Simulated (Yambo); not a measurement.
G0W0@PBEsol for Rb3CoF6 (space group Fm-3m, No. 225) in Yambo. Reference settings: 2×2×2 Γ-centred k mesh, bands 5 to 333 and a 8 Ry block in the screening, 333 bands in G with the Bruneval-Gonze terminator, plasmon pole fitted at 27.2 eV. The PBEsol gap X → X on this mesh is 1.32 eV; G0W0 gaps are taken between the same points.

| change from the reference | G0W0 gap X → X (eV) | shift of the valence edge (eV) |
|---|---|---|
| reference settings | 4.97 | -1.30 |
| 129 bands in G | 5.00 | -1.35 |
| 217 bands in G | 4.97 | -1.32 |
| pole fitted at 55 eV | 5.14 | -1.41 |
| 1 Ry block | 8.56 | -3.53 |
| 7 Ry block | ? | -1.35 |
| 129 bands in W, 129 bands in G | 5.00 | -1.23 |
| 129 bands in G, no terminator | 5.07 | -0.84 |

Question: Estimate the withheld gaps from the other rows; the computed values follow.

Answer: 
- 7 Ry block, G0W0 gap X → X (eV): 5.06

The reference isn't shown to be the converged limit.

Geometry of the Materials Project entry, not relaxed at this level; primitive cell a = 6.269 Å, b = 6.269 Å, c = 6.269 Å, α = 60.00°, β = 60.00°, γ = 60.00°.

The structure is a Materials Project entry; no match was found in the copy of COD used, and its stability was not checked.

The runs are not spin-polarised; magnetic order was not tried.

A shift is the quasiparticle energy of the state minus its PBEsol energy.
